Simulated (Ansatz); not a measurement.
An Ansatz (a quantum-chemistry and plane-wave program) run. Input:

Ansatz 0.2 input:
```yaml
crystal:
  lattice:
    - [-1.6232754091, 1.6232754091, 3.3793232738]
    - [1.6232754091, -1.6232754091, 3.3793232738]
    - [1.6232754091, 1.6232754091, -3.3793232738]
  atoms:
    - { symbol: Ca, position: [0.5, 0.5, 0.0] }
    - { symbol: O, position: [0.889835724, 0.889835724, 0.0] }
    - { symbol: O, position: [0.110164276, 0.110164276, 0.0] }
kpoints:
  mp_grid: { grid: [9, 9, 9] }
hamiltonian:
  xc: hse06
  pseudopotentials: { kind: paw }
scf:
  n_extra_bands: 6
  occupations: { method: fixed }
output:
  eigenvalues: true
  eigenstates:
    e_range: [-9.0, 12.5]
    kpoints:
      - [0.380208, -0.380208, 0.380208]  # VBM
      - [0.348958, 0.348958, -0.348958]  # CBM
      - [0.0, 0.0, 0.0]  # GAMMA
      - [0.5, 0.5, -0.5]  # M
      - [0.0, 0.0, 0.5]  # X
      - [0.25, 0.25, 0.25]  # P
      - [0.0, 0.5, 0.0]  # N
      - [-0.3076852726, 0.3076852726, 0.3076852726]  # S_0
      - [0.3076852726, 0.6923147274, -0.3076852726]  # S
      - [-0.1153705452, 0.1153705452, 0.5]  # R
      - [0.5, 0.5, -0.1153705452]  # G
```

Output (shortened):

```
Pseudopotential: Ca, paw, valence charge 10
Pseudopotential: O, paw, valence charge 6
Functional definition: HSE06
davidson cushion auto → on  (no smearing: the cushion is to keep the highest requested band from converging to the state above it …
Crystal: 3 atoms, lattice volume = 35.618 Å³
Basis set: ecut = 420 eV, 703 PW (Γ)
Bands: 17, of which v1, the nominal top of the filled ones, is band 11 counted from 1 (10 counted from 0)
Symmetry: 16 space group operations
Space group: I4/mmm (ITA 139), of the structure as read, at distance tolerance 3.3e-5 Å
k-points: 75 of 729
SCF iter   1: F=—  HF=-2952.383450 eV  |F-HF|=—  |Δ(HF+E_count)|=         —  Δρ=4.87e-3  dr2=2.85e-3  ethr=1.77e-3  ⟨swp⟩=7.7  Hψ=6781  notcnv=0
preconditioner: auto → none
SCF iter   2: F=-2952.385109 eV  HF=-2952.384658 eV  |F-HF|=4.51e-4  |Δ(HF+E_count)|=   1.21e-3  Δρ=2.26e-3  dr2=6.14e-4  ethr=1.30e-5  ⟨swp⟩=3.3  Hψ=3521  notcnv=0  defer=1
SCF 1 stopped early in 2 iterations: F = -2952.385109 eV  dr2 = 6.14e-4
Crystal: 3 atoms, lattice volume = 35.618 Å³
Exchange kernel: α = 0.2500, screened, ω = 0.2079 Å⁻¹, Wigner–Seitz truncation, v(0) = 1046.9290 eV·Å³, q-mesh 9×9×9, nearest image of the exchange supercell L …
Frozen-core exchange: fock
SCF iter   1: F=—  HF=-2952.658382 eV  |F-HF|=—  |Δ(HF+E_count)|=         —  Δρ=1.07e-2  dr2=3.47e-2  ethr=2.79e-5  ⟨swp⟩=5.6  Hψ=5556  notcnv=0
preconditioner: auto → none
SCF iter   2: F=—  HF=-2952.645640 eV  |F-HF|=—  |Δ(HF+E_count)|=   1.27e-2  Δρ=5.84e-3  dr2=4.98e-3  ethr=2.79e-5  ⟨swp⟩=4.0  Hψ=4366  notcnv=0
SCF iter   3: F=—  HF=-2952.653563 eV  |F-HF|=—  |Δ(HF+E_count)|=   7.92e-3  Δρ=2.68e-3  dr2=1.68e-3  ethr=1.83e-5  ⟨swp⟩=3.1  Hψ=3192  notcnv=0
iter 4 solved again at ethr=3.33e-7 eV; its pass at ethr=7.32e-6 eV (dr2=7.33e-5 eV) is discarded
SCF iter   4: F=—  HF=-2952.652986 eV  |F-HF|=—  |Δ(HF+E_count)|=   5.77e-4  Δρ=6.40e-4  dr2=9.76e-5  ethr=3.33e-7  ⟨swp⟩=2.4  Hψ=6066  notcnv=0
SCF iter   5: F=—  HF=-2952.653139 eV  |F-HF|=—  |Δ(HF+E_count)|=   1.53e-4  Δρ=3.59e-4  dr2=3.81e-5  ethr=3.31e-7  ⟨swp⟩=3.4  Hψ=3435  notcnv=0
SCF iter   6: F=-2952.653126 eV  HF=-2952.653128 eV  |F-HF|=1.62e-6  |Δ(HF+E_count)|=   1.13e-5  Δρ=7.76e-5  dr2=4.33e-6  ethr=1.62e-7  ⟨swp⟩=3.0  Hψ=3567  notcnv=0
SCF 2 stopped early in 6 iterations: F = -2952.653126 eV  dr2 = 4.33e-6
hybrid outer 1: dexx = +9.868e-3 eV, tail = 2.76e-5 eV
Crystal: 3 atoms, lattice volume = 35.618 Å³
Exchange kernel: α = 0.2500, screened, ω = 0.2079 Å⁻¹, Wigner–Seitz truncation, v(0) = 1046.9290 eV·Å³, q-mesh 9×9×9, nearest image of the exchange supercell L …
Frozen-core exchange: fock
SCF iter   1: F=—  HF=-2952.653177 eV  |F-HF|=—  |Δ(HF+E_count)|=         —  Δρ=8.37e-5  dr2=1.22e-6  ethr=6.27e-7  ⟨swp⟩=3.0  Hψ=3325  notcnv=0
preconditioner: auto → none
iter 2 solved again at ethr=2.71e-10 eV; its pass at ethr=5.14e-9 eV (dr2=5.96e-8 eV) is discarded
SCF iter   2: F=-2952.653176 eV  HF=-2952.653176 eV  |F-HF|=5.81e-9  |Δ(HF+E_count)|=   2.13e-7  Δρ=2.66e-5  dr2=8.16e-8  ethr=2.71e-10  ⟨swp⟩=2.4  Hψ=6728  notcnv=0
SCF 3 converged in 2 iterations: F = -2952.653176 eV  dr2 = 8.16e-8
hybrid outer 2: dexx = +3.456e-7 eV, tail = 1.87e-7 eV, Δε = 2.40e-3 eV (about 2.41e-4 eV left of the loop's levels)
the search or the solves at the SCF's close seem to have found levels that the self-consistency loop had missed (the run counts 2) …
NSCF: frozen V_eff on 11 k-points
hybrid SCF converged: 2 outer / 8 inner (+2 warm-up), last move |dexx| = 3.46e-7 eV, tail = 1.87e-7 eV
Stability not checked (fock_operator)
Free energy (F): -2952.653177 eV
Frozen-core exchange: fock
Harris-Foulkes:  -2952.653177 eV  (|F-HF|=5.81e-9)
Internal energy: -2952.653177 eV  (E = F + TS)
E sigma→0 (E₀):  -2952.653177 eV
Fermi energy:    6.894721 eV
--- Per-component energies (eV) ---
  E_band       = -167.345502
  E_kinetic    = 631.611444
  E_local      = -1261.260419  (includes V_loc(G=0)·N_el)
  E_nonlocal   = 157.446530
  E_hartree    = 423.039168
  E_xc         = -229.165703
  E_vxc        = -286.943418  (∫ρ·V_xc dr)
  E_exx        = -67.279748  (= α·E_x^exact, valence–valence)
  E_paw        = -1164.064887  (= ΣΔE_a)
  E_vpaw       = -119.720173  (= ΣTr[D̂ρ^β])
  E_aug_tail   = 0.004801  (compensation charges beyond the density's cutoff)
  E_ewald      = -1442.778815
  E_core_change = -0.205545  (= ΣΔE_core)
  E_smearing   =  0.000000  (= −TS)
  E_closure    =  0.000000  (closes the sum)
  Σ components = -2952.653177   (vs F -2952.653177, Δ=0.00e0)
  [band-id]    e_kinetic+e_local+e_nonlocal+2·e_hartree+e_vxc+2·e_exx+e_vpaw+e_augmentation_tail = -167.342398   (vs E_band -167.345502, Δ=3.10e-3)
--- Band table (eV; the first three rows and the last of 75) ---
  k-point 0: bands = ["-34.5136", "-15.9901", "-13.9985", "-13.9108", "-13.9108", "-8.5779", "0.3168", "3.1728", "3.1728", "5.7615", "5.7615", "12.5976", "14.3452", "14.7703", "16.0284", "16.3299", "17.4035"]
  k-point 1: bands = ["-34.4971", "-16.2324", "-13.9822", "-13.9645", "-13.5974", "-8.6396", "0.4008", "2.6545", "3.0657", "5.5432", "5.9979", "13.2134", "14.2724", "15.3846", "16.0066", "16.8454", "16.8985"]
  k-point 2: bands = ["-34.4567", "-16.4875", "-14.1000", "-13.9533", "-13.2856", "-8.7493", "0.5466", "2.0185", "2.8697", "5.0244", "6.3852", "14.1357", "14.7787", "15.9185", "16.0457", "16.2136", "16.9785"]
  k-point 74: bands = ["-34.4880", "-15.9510", "-14.4126", "-13.9273", "-13.7673", "-8.9895", "2.1815", "2.5980", "2.6310", "6.7720", "6.8947", "12.3067", "12.4729", "15.6595", "16.6926", "16.7783", "17.1517"]
```

Cost: around 6 core-minutes (rough) on shared cores.

The points marked VBM and CBM come from a semilocal run.

The first step of the workflow began from a Materials Project structure, measured or hypothetical; the Crystallography Open Database copy checked does not list it. Its standing as an ambient phase is unchecked. The PBEsol relaxation kept the symmetry of its start. At this level the phase is dynamically unstable (imaginary phonons).

Potentials: the later of the program's two PAW sets.

Ansatz is a plane-wave DFT program.
